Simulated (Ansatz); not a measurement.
SiO₂ (space group P4_32_12)

```xyz
12
Lattice="4.9458 0.0000 0.0000 0.0000 4.9458 0.0000 0.0000 0.0000 6.8736" Properties=species:S:1:pos:R:3 pbc="T T T"
Si     0.9687     0.9687     0.0000
Si     1.5042     3.4416     5.1552
Si     3.9771     3.9771     3.4368
Si     3.4416     1.5042     1.7184
O      3.0311     3.6471     4.6954
O      3.7717     0.5582     2.9770
O      1.9148     1.2987     1.2586
O      1.1742     4.3877     6.4137
O      0.5582     3.7717     3.8966
O      1.2987     1.9148     5.6150
O      4.3877     1.1742     0.4598
O      3.6471     3.0311     2.1782
```

The slice is a (001) plane (indices of the conventional cell) through the point (0.304, 0.696, 0.750) (fractional), spanned by u = [100] and v = [010] in vectors of this cell: u (4.95 Å) and v (4.95 Å, at 90° to u). It covers one period; positions are fractions (u, v).

Method: LDA (plane waves to 420 eV, PAW, scalar-relativistic; Ansatz, an electronic-structure program). k mesh 6×6×4. Inside the PAW spheres the values are not all-electron values, and peaks at nuclei hang on which shells count as valence. SiO2 was relaxed with its symmetry unable to fall.

Three fields on this plane, each scaled to ten steps between its own extremes (0 low, 9 high; the total valence density on a logarithmic scale, the potential cut 8 eV below its top; x marks points blanked near nuclei; v = 0 in the bottom row):

Map A
```
|xxxxx000xxxxx277888887642000xxxx|
|xxxxx00000x02678998887653000xxxx|
|xxxx0000345677899998877541000xxx|
|xxx000024567899999988876520000xx|
|00000024678899999999888764200000|
|00000246789999999999988775410000|
|x0002467889999999999998876530xxx|
|xx03467889999999999999988752xxxx|
|xx04578899999999999999998760xxxx|
|xxx5689999999999999999998760xxxx|
|xx06789999999999999999999861xxxx|
|xx27899999999999999999999875xxxx|
|x26799999999999999999999987640xx|
|57789999999999999999999998876544|
|77899999999999999999999988887777|
|88999999999999999999998888888888|
|88999999999999999999988888888888|
|88899999999999999999888888888888|
|88888999999999999998888888888888|
|78888899999999999988888888887777|
|77778889999999999888888888877777|
|66677888999999998888888888777666|
|44556778899999998888888887766555|
|22345677888999988888888877665432|
|00012456777888888888888776542100|
|00000245566677888888887765420000|
|00000013200156788888877664200000|
|xxx00000xxxxx46788887776520000xx|
|xxxx000xxxxxx0578888776541000xxx|
|xxxxx00xxxxxxx47888877653000xxxx|
|xxxxx00xxxxxxx47888877652000xxxx|
|xxxxx00xxxxxxx57888877642000xxxx|
```

Map B
```
|xxxxx899xxxxx998520000112222xxxx|
|xxxxx68899x99987520000011122xxxx|
|xxxx2467889998864100000011223xxx|
|xxx222356788877531000000112456xx|
|98642112356666531000000012457899|
|99863111123444320000000124578999|
|x9875210001222100000000135789xxx|
|xx98631000000000000000135689xxxx|
|xx98752000000000000000136789xxxx|
|xxx9863100000000000000246899xxxx|
|xx99864200000000000001246899xxxx|
|xx99864200000000000000246799xxxx|
|x99876420000000000000013578999xx|
|99887531000000000000001246789999|
|88765320000000000000000124567888|
|65543100000000000000000012345566|
|22211000000000000000000000112223|
|00000000000000000000000000000000|
|00000000000000000000000000000000|
|00000000000000000000000000000000|
|00000000000100000000000000000000|
|11000000112221100000000000000111|
|11100011334443210000000000001112|
|22111123566665421000000000011222|
|22111245678877642000000000111223|
|32222457889998753100000001112233|
|22224578999999864100000011112222|
|xxx35789xxxxx99752000001112222xx|
|xxxx689xxxxxx9985200001122222xxx|
|xxxxx99xxxxxxx98620000112232xxxx|
|xxxxx99xxxxxxx98630000122332xxxx|
|xxxxx99xxxxxxx98620000112232xxxx|
```

Map C
```
|xxxxx899xxxxx987654444456677xxxx|
|xxxxx88999x99876554334455667xxxx|
|xxxx7888888887765433334556677xxx|
|xxx777777777766544333344566788xx|
|98887766666665544322234456778999|
|99887666555554433222234456789999|
|x9987665544443332222234566789xxx|
|xx98765544333222111123456789xxxx|
|xx98765443322211111123456789xxxx|
|xxx8765433221110001123456789xxxx|
|xx98765432211000000123456789xxxx|
|xx98765432110000000123345678xxxx|
|x98765432210000000012234567899xx|
|88776543211000000001123456678889|
|77665433210000000001123345667777|
|66554432110000000001122344556666|
|55544322110000000000112234455555|
|44433222111000000000112233444555|
|44333222111111111001112233344444|
|44333222222222111111112233344444|
|44433333333332222111122233444444|
|54444444444433332222222334445555|
|55554445555544433222223344555555|
|66555556666655544333333445556666|
|66666666777766654433334455566666|
|77666777888877665443344555667777|
|77777788999988765544444556677777|
|xxx78899xxxxx98765444455667777xx|
|xxxx899xxxxxx9876554445566777xxx|
|xxxxx99xxxxxxx87655444556677xxxx|
|xxxxx99xxxxxxx97655444556677xxxx|
|xxxxx99xxxxxxx87654444556677xxxx|
```

Q: Assign the maps to these fields: electron localisation function (ELF); valence electron density; electrostatic potential energy of an electron, from the cell's mean.

A: A is the electrostatic potential energy of an electron, from the cell's mean; B is the electron localisation function (ELF); C is the valence electron density.
